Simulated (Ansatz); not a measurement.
Sheets of one type (M2XT2 MXene (fcc sites)-type), r²SCAN+D4 in the plane-wave PAW code Ansatz; HSE06 gaps on those cells.

```tsv
layer	a (Å)	thickness (Å)
Ta2F2N	2.838	5.98
V2NS2	3.092	5.21
Y2NS2	3.717	5.84
Hf2NS2	3.397	5.63
Ta2NS2	…	…
```

Complete the blanks.


- Ta2NS2, a (Å): 3.303
- Ta2NS2, thickness (Å): 5.39

Spin orders computed, not proven ground states: V2NS2, M2XT2 MXene (fcc sites)-type layer antiferromagnetic. Began spin-polarised and lost the moments: Ta2F2N, M2XT2 MXene (fcc sites)-type layer; Y2NS2, M2XT2 MXene (fcc sites)-type layer; Hf2NS2, M2XT2 MXene (fcc sites)-type layer; Ta2NS2, M2XT2 MXene (fcc sites)-type layer. All cells were relaxed under the symmetry of their starts (and spin orders); stability against distortions was not tested throughout. Scalar-relativistic: spin–orbit coupling is off unless named, which matters more the heavier the elements. Constructed layers (a layer type filled with these elements): Ta2F2N, M2XT2 MXene (fcc sites)-type layer; V2NS2, M2XT2 MXene (fcc sites)-type layer; Y2NS2, M2XT2 MXene (fcc sites)-type layer; Hf2NS2, M2XT2 MXene (fcc sites)-type layer; Ta2NS2, M2XT2 MXene (fcc sites)-type layer.

Potentials: the later of the program's two PAW sets.
